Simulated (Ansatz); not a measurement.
**Data sheet: Ta (DFT)**

Ta:
```yaml
crystal:
  lattice:
    - [0.00000, 2.08793, 2.08793]
    - [2.08793, 0.00000, 2.08793]
    - [2.08793, 2.08793, 0.00000]
  atoms:
    - { symbol: Ta, position: [0.00000, 0.00000, 0.00000] }
```

Space group Fm-3m (No. 225), fcc (Cu type); conventional cell a = 4.176 Å, b = 4.176 Å, c = 4.176 Å, α = 90.00°, β = 90.00°, γ = 90.00°.

Method: PBEsol (plane waves, PAW; program Ansatz). Structure relaxed to zero pressure with the same functional. Other levels are named where they apply.

Cell and energy:

```yaml
volume_per_atom: 18.20 Å³
density: 16.51 g/cm³
```

Electronic structure:

```yaml
electronic_character: metallic (no gap)
Density of states at the Fermi level: 1.2 states/eV per atom (mean over ±0.08 eV)
Gap with spin–orbit coupling: none (metallic)
```

Mechanics:

```yaml
Bulk modulus (Birch–Murnaghan fit): 203 GPa
Pressure derivative B′: 3.7
Elastic constants (relaxed ions, GPa): C11 = 95.2, C12 = 256, C44 = 42.5
mechanical_stability: unstable (C has a negative eigenvalue)
```

The workflow started from a Materials Project entry (that database holds measured and hypothetical structures alike); the Crystallography Open Database files this formula in space group No. 225, but the cells were not matched. It is not the phase usual at ambient conditions (space group No. 229). Symmetry was held in the PBEsol relaxation. No spin polarisation was allowed. As this level gives no gap, shear constants depend on the k-mesh and smearing (Fermi–Dirac, 0.1 eV here). Scalar-relativistic: spin–orbit coupling is off unless named, which matters more the heavier the elements.

Potentials: the earlier of the program's two PAW sets.
